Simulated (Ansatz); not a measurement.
Total density of states per atom from DFT-PBEsol in the program Ansatz with PAW potentials, in 0.25 eV bins, energy from the Fermi level:

| E (eV) | states/eV/atom |
|---|---|
| -7.85 | 0.21 |
| -7.60 | 0.10 |
| -7.35 | 0.17 |
| -7.10 | 0.25 |
| -6.85 | 0.35 |
| -6.60 | 0.43 |
| -6.35 | 0.31 |
| -6.10 | 1.68 |
| -5.85 | 2.07 |
| -5.60 | 1.43 |
| -5.35 | 1.80 |
| -5.10 | 1.70 |
| -4.85 | 2.64 |
| -4.60 | 3.02 |
| -4.35 | 1.50 |
| -4.10 | 1.21 |
| -3.85 | 1.56 |
| -3.60 | 0.42 |
| -3.35 | 0.50 |
| -3.10 | 0.41 |
| -2.85 | 0.31 |
| -2.60 | 0.27 |
| -2.35 | 0.27 |
| -2.10 | 0.37 |
| -1.85 | 0.40 |
| -1.60 | 0.44 |
| -1.35 | 0.45 |
| -1.10 | 0.61 |
| -0.85 | 0.48 |
| -0.60 | 0.36 |
| -0.35 | 0.34 |
| -0.10 | 0.32 |
| 0.15 | 0.36 |
| 0.40 | 0.43 |
| 0.65 | 0.39 |
| 0.90 | 0.39 |
| 1.15 | 0.35 |
| 1.40 | 0.40 |
| 1.65 | 0.45 |
| 1.90 | 0.43 |
| 2.15 | 0.39 |
| 2.40 | 0.40 |
| 2.65 | 0.41 |
| 2.90 | 0.39 |
| 3.15 | 0.40 |
| 3.40 | 0.42 |
| 3.65 | 0.48 |
| 3.90 | 0.50 |
| 4.15 | 0.66 |
| 4.40 | 0.75 |
| 4.65 | 0.82 |

### Question
Which of these materials gives this?
A) FeBiO3, R3m (Fe on 3a, Bi on 3a, O on 9b)
B) MnSn2, I4/mcm (Mn on 4a, Sn on 8h)
C) ZrRu, CsCl type
D) SnAu, NiAs type

### Answer
D, SnAu, NiAs type. Within 0.5 eV of the Fermi level: Sn 5p 61 %, Au 5d 14 %, Sn 5s 14 %, Au 6s 6 %, outside the projected shells 6 %. Projections are on Löwdin-orthogonalised atomic valence shells; empty p or d shells of many metals are not among them.

Space group P6_3/mmc (NiAs type). The first step of the workflow began from a Materials Project structure, measured or hypothetical; the Crystallography Open Database files this formula in space group No. 194, but the cells were not matched. Its standing as an ambient phase is unchecked. The cell was relaxed with PBEsol under the symmetry of its start; of distortions, only those at the zone centre were tested. Spin–orbit coupling is left out wherever it is not named.

Potentials: the later of the program's two PAW sets.
